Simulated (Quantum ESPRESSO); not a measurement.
**Kohn-Sham bands of MgO (P6₃/mmc)**

```
CELL_PARAMETERS angstrom
      3.48638     0.00000     0.00000
     -1.74319     3.01929     0.00000
      0.00000     0.00000     4.17804
ATOMIC_POSITIONS crystal
  Mg 0.66667 0.33333 0.75000
  Mg 0.33333 0.66667 0.25000
  O  0.66667 0.33333 0.25000
  O  0.33333 0.66667 0.75000
```

Materials Project entry mp-1065577; symmetrised, unrelaxed at this level. Not found in the COD (Crystallography Open Database) copy used, which has the formula in other groups; not checked further. Computed values, not measurements, from PBEsol: Quantum ESPRESSO (norm-conserving PseudoDojo potentials, cutoff 68 Ry, no spin polarisation, no spin-orbit coupling) on a Γ-centred 6×6×6 mesh, then Wannier90. Density: 12×12×8 mesh, cold smearing 0.01 Ry.

Energies are relative to the valence-band maximum; weights are on the orthonormalised atomic waves of the pseudopotential files, averaged over the group. 32 electrons a cell are treated as valence.

| bands | from (eV) | to (eV) | filling | weight on atomic waves |
|---|---|---|---|---|
| 1–2 | -71.96 | -71.94 | filled | ___ |
| 3–8 | -38.95 | -38.86 | filled | ___ |
| 9–10 | -16.81 | -15.38 | filled | ___ |
| 11–16 | -4.02 | 0.00 | filled | ___ |

Question: Which atomic shells make up each group?

Answer: 
- 1–2, weight on atomic waves: Mg 2s 99 %
- 3–8, weight on atomic waves: Mg 2p 100 %
- 9–10, weight on atomic waves: O 2s 90 %, Mg 3s 9 %
- 11–16, weight on atomic waves: O 2p 92 %, Mg 3s 5 %

The Kohn-Sham gap over both meshes and the path is 3.34 eV.
